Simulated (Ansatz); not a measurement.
Bi2Te3 (Bi2Te3 type, space group R-3m)

Space group R-3m, hexagonal axes (No. 166); a = b = 4.387 Å, c = 30.286 Å, α = β = 90.00°, γ = 120.00°

| atom | site | symmetry | x | y | z |
|---|---|---|---|---|---|
| Bi | 6c | 3m | 0.0000 | 0.0000 | 0.4001 |
| Te | 3a | -3m | 0.0000 | 0.0000 | 0.0000 |
| Te | 6c | 3m | 0.0000 | 0.0000 | 0.2093 |
(The calculation used a cell of 5 atoms; values per cell refer to that cell.)

Grid over V/V₀ and (c/a)/(c/a)₀, subscript 0 meaning the relaxed cell; the conventional c axis lies along z; no internal relaxation.

The numbers are results of PBE-D3(BJ) (plane waves to 420 eV, PAW, scalar-relativistic; Ansatz, a quantum-chemistry and plane-wave program), not measurements. k mesh 9×9×9 (Γ-centred), Fermi-Dirac smearing 0.05 eV. E stands for the smeared free energy. As the atoms are clamped, bonds stretch with the cell, which overstates energies and stresses. Bi2Te3 was relaxed with its symmetry unable to fall. Spin-orbit coupling is left out, though Bi and Te are heavy. The zero of ΔE is the relaxed starting cell.

Q: Predict the ΔE (eV/atom) at all points of the grid V/V₀ = 0.960, 0.980, 1.000, 1.020, 1.040 by (c/a)/(c/a)₀ = 0.920, 0.960, 1.000, 1.040, 1.080.

A: ΔE (eV/atom), with V/V₀ across and (c/a)/(c/a)₀ down:

```csv
(c/a)/(c/a)₀ \ V/V₀,0.960,0.980,1.000,1.020,1.040
0.920,0.0245,0.0168,0.0141,0.0159,0.0216
0.960,0.0137,0.0061,0.0036,0.0054,0.0112
1.000,0.0096,0.0023,0.0000,0.0021,0.0082
1.040,0.0122,0.0054,0.0036,0.0061,0.0125
1.080,0.0217,0.0155,0.0142,0.0172,0.0241
```

(A scan under strain: stresses follow from slopes of the energy per volume, elastic moduli from its curvatures.)
